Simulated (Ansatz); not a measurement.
Molecular dynamics on a 2×2×1 supercell (16 atoms) of Hg2SeO (ordering on zincblende), relaxed with r2SCAN. Forces come from PBEsol in Ansatz: a Nosé-Hoover thermostat at fixed volume, 300 K, steps of 2 fs. Computed, non-magnetic; the trajectory is short and the cell small, so nothing here is a converged average. The structure comes from a prototype and may be hypothetical.

```yaml
crystal:
  lattice:
    - [8.1511605436, 0.0, 0.0]
    - [0.0, 8.1511605436, 0.0]
    - [0.0, 0.0, 5.5108812283]
  atoms:
    - { symbol: O, position: [0.0, 0.0, 0.0] }
    - { symbol: Hg, position: [0.0, 0.25, 0.8050886442] }
    - { symbol: Se, position: [0.25, 0.25, 0.5] }
    - { symbol: Hg, position: [0.25, 0.0, 0.1949113558] }
    - { symbol: O, position: [0.0, 0.5, 0.0] }
    - { symbol: Hg, position: [0.0, 0.75, 0.8050886442] }
    - { symbol: Se, position: [0.25, 0.75, 0.5] }
    - { symbol: Hg, position: [0.25, 0.5, 0.1949113558] }
    - { symbol: O, position: [0.5, 0.0, 0.0] }
    - { symbol: Hg, position: [0.5, 0.25, 0.8050886442] }
    - { symbol: Se, position: [0.75, 0.25, 0.5] }
    - { symbol: Hg, position: [0.75, 0.0, 0.1949113558] }
    - { symbol: O, position: [0.5, 0.5, 0.0] }
    - { symbol: Hg, position: [0.5, 0.75, 0.8050886442] }
    - { symbol: Se, position: [0.75, 0.75, 0.5] }
    - { symbol: Hg, position: [0.75, 0.5, 0.1949113558] }
kpoints:
  mp_grid: { grid: [2, 2, 2] }
hamiltonian:
  xc: pbesol
scf:
  occupations: { method: fermi_dirac, width: 0.026 }
md:
  ensemble: nvt_nose_hoover
  temperature: 300
  timestep: 2.0
  n_steps: 40
  initial_velocities: maxwell_boltzmann
  seed: 6942
```

Command: `ansatz run input.yaml --threads 4 --pin off --max-ram 3686MiB --backend cpu --events-out ev --progress --plain --runs-dir out`. It took 3.6 min on 4 threads of Arm Neoverse V1 (shared host); peak host memory 1.6 GiB.

| step | t (fs) | T (K) | free energy F from step 0 (meV/atom) | kinetic energy (meV/atom) | largest force (eV/Å) |
| --- | --- | --- | --- | --- | --- |
| 0 | 0 | 300 | 0.0 | 36.4 | 0.09 |
| 1 | 2 | 298 | 0.2 | 36.1 | 0.14 |
| 2 | 4 | 293 | 0.8 | 35.5 | 0.23 |
| 3 | 6 | 285 | 1.8 | 34.6 | 0.35 |
| 4 | 8 | 275 | 3.1 | 33.3 | 0.47 |
| 5 | 10 | 262 | 4.7 | 31.7 | 0.60 |
| 6 | 12 | 247 | 6.5 | 29.9 | 0.73 |
| 7 | 14 | 230 | 8.5 | 27.9 | 0.85 |
| 8 | 16 | 214 | 10.5 | 25.9 | 0.97 |
| 9 | 18 | 197 | 12.5 | 23.9 | 1.08 |
| 10 | 20 | 182 | 14.4 | 22.1 | 1.16 |
| 11 | 22 | 170 | 15.9 | 20.6 | 1.22 |
| 12 | 24 | 160 | 17.2 | 19.4 | 1.25 |
| 13 | 26 | 154 | 18.0 | 18.6 | 1.25 |
| 14 | 28 | 151 | 18.4 | 18.3 | 1.22 |
| 15 | 30 | 151 | 18.4 | 18.3 | 1.16 |
| 16 | 32 | 154 | 18.0 | 18.7 | 1.11 |
| 17 | 34 | 160 | 17.5 | 19.4 | 1.04 |
| 18 | 36 | 166 | 16.7 | 20.2 | 0.95 |
| 19 | 38 | 174 | 15.9 | 21.0 | 0.86 |
| 20 | 40 | 181 | 15.2 | 21.9 | 0.77 |
| 21 | 42 | 187 | 14.5 | 22.7 | 0.74 |
| 22 | 44 | 193 | 13.9 | 23.4 | 0.74 |
| 23 | 46 | 198 | 13.5 | 23.9 | 0.75 |
| 24 | 48 | 201 | 13.3 | 24.4 | 0.76 |
| 25 | 50 | 203 | 13.1 | 24.7 | 0.76 |
| 26 | 52 | 205 | 13.1 | 24.8 | 0.76 |
| 27 | 54 | 206 | 13.2 | 25.0 | 0.76 |
| 28 | 56 | 206 | 13.3 | 25.0 | 0.76 |
| 29 | 58 | 207 | 13.5 | 25.0 | 0.76 |
| 30 | 60 | 207 | 13.7 | 25.0 | 0.75 |
| 31 | 62 | 207 | 13.9 | 25.0 | 0.75 |
| 32 | 64 | 207 | 14.1 | 25.1 | 0.74 |
| 33 | 66 | 207 | 14.3 | 25.1 | 0.73 |
| 34 | 68 | 207 | 14.5 | 25.1 | 0.72 |
| 35 | 70 | 207 | 14.8 | 25.0 | 0.71 |
| 36 | 72 | 206 | 15.1 | 25.0 | 0.70 |
| 37 | 74 | 206 | 15.4 | 24.9 | 0.69 |
| 38 | 76 | 205 | 15.8 | 24.8 | 0.68 |
| 39 | 78 | 203 | 16.3 | 24.6 | 0.66 |
| 40 | 80 | 201 | 16.8 | 24.4 | 0.68 |

The temperature starts at 300 K, is lowest at step 14 (151 K, 28 fs) and ends at 201 K. The thermostat hasn't had time to restore it. The atoms start on their lattice sites with kinetic energy alone, so much of it first passes into potential energy. By the last step the atoms have moved 0.13 Å in the root mean square, the drift of the whole cell taken out, 0.24 Å at most.

Positions (Å) and forces (eV/Å) at step 40:
```
O   -0.222   0.003  -0.091     0.677  -0.047   0.085
Hg   0.007   2.090   4.452     0.348  -0.082  -0.076
Se   2.124   1.937   2.840    -0.267  -0.058  -0.173
Hg   1.988  -0.002   0.992    -0.357  -0.085   0.342
O   -0.036   4.049   0.049     0.011   0.113  -0.153
Hg  -0.017   6.100   4.437     0.088  -0.028  -0.085
Se   2.012   5.998   2.728    -0.201   0.606  -0.117
Hg   2.045   3.989   1.115    -0.074  -0.323   0.079
O    4.002   0.022   0.003     0.215  -0.172   0.002
Hg   4.281   1.977   4.412    -0.137   0.049  -0.146
Se   6.219   2.117   2.663    -0.218   0.308   0.294
Hg   6.111   0.090   1.178    -0.234  -0.552  -0.087
O    3.902   4.049  -0.136     0.552  -0.079   0.309
Hg   3.975   6.130   4.480     0.264   0.129  -0.220
Se   6.090   6.122   2.772    -0.355  -0.060  -0.064
Hg   6.047   4.132   0.999    -0.312   0.280   0.013
```
